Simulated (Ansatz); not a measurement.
Sr4Ta2O: rattling a relaxed structure

The cell was found from a proposed guess, not taken from experiment.

Computed with DFT PBE, scalar-relativistic, plane waves, PAW (Ansatz). Cutoff 420 eV; k points 8×8×2 on the computed 7-atom cell (Γ-centred); Gaussian smearing, width 0.10 eV; no spin polarisation.

The cell below (7 atoms, space group P4mm (No. 99)) is relaxed within its symmetry.

```yaml
crystal:
  lattice:
    - [3.66927, 0.00000, 0.00000]
    - [0.00000, 3.66927, 0.00000]
    - [0.00000, 0.00000, 16.76919]
  atoms:
    - { symbol: Sr, position: [0.50000, 0.50000, 0.97145] }
    - { symbol: Sr, position: [0.00000, 0.00000, 0.20931] }
    - { symbol: Sr, position: [0.00000, 0.00000, 0.62400] }
    - { symbol: Sr, position: [0.50000, 0.50000, 0.41163] }
    - { symbol: Ta, position: [0.00000, 0.00000, 0.82778] }
    - { symbol: Ta, position: [0.50000, 0.50000, 0.76448] }
    - { symbol: O, position: [0.00000, 0.00000, 0.94635] }
```

For the test it was strained at random (σ = 1.5 % a component), the atoms were moved at random (σ = 0.10 Å), and all was relaxed again on a coarse 6×6×2 mesh (in the run’s order of axes) with 0.20 eV smearing, with no symmetry imposed.

These runs have no spin–orbit coupling, which can matter for Ta.

Task: What happens?

Result: It returns, within 1 meV/atom of the unmoved cell on that mesh and with the same symmetry when read at 0.1 Å (Cm at 0.01 Å, so small strains and shifts remain). No instability shows in this cell; modes of other wave vectors, which need another repeat, aren't tested.
